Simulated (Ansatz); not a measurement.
**YPt2, first-principles data**

YPt$_{2}$:
```yaml
crystal:
  lattice:
    - [0.00000, 3.82334, 3.82334]
    - [3.82334, 0.00000, 3.82334]
    - [3.82334, 3.82334, 0.00000]
  atoms:
    - { symbol: Y, position: [0.50000, 0.50000, 0.50000] }
    - { symbol: Y, position: [0.75000, 0.75000, 0.75000] }
    - { symbol: Pt, position: [0.12500, 0.12500, 0.12500] }
    - { symbol: Pt, position: [0.62500, 0.12500, 0.12500] }
    - { symbol: Pt, position: [0.12500, 0.12500, 0.62500] }
    - { symbol: Pt, position: [0.12500, 0.62500, 0.12500] }
```

Space group Fd-3m (No. 227), cubic Laves (MgCu2 type); conventional cell a = b = c = 7.647 Å, α = β = γ = 90.00°.

Method: the program Ansatz at the r²SCAN level (PAW). Geometry: relaxed at this level of theory. Other levels are named where they apply.

**Cell and energy**

```json
{
  "volume_per_atom": "18.63 Å³",
  "density": "14.23 g/cm³",
  "Formation energy from the elements (no fitted shifts)": "-1.19 eV/atom"
}
```

**Electronic structure**

```json
{
 "electronic_character": "metallic (no gap)",
 "Density of states at the Fermi level": "0.44 states/eV per atom (mean over ±0.08 eV)",
 "Gap with spin–orbit coupling": "none (metallic)"
}
```

**Mechanics**

```json
{
  "Bulk modulus (Birch–Murnaghan fit)": "178 GPa",
  "Pressure derivative B′": "4.9"
}
```

**Charges**

```json
{
 "bader_charges": "Y +1.76, Pt -0.88 e"
}
```

The workflow started from an entry of the Crystallography Open Database (COD). Its standing as an ambient phase is unchecked. The cell was relaxed with r²SCAN under the symmetry of its start; its stability against distortions is not shown here. No spin polarisation was allowed. The references are the lowest solids computed at this level, not always the standard phases. Spin–orbit coupling is left out wherever it is not named.

Potentials: the later of the program's two PAW sets.
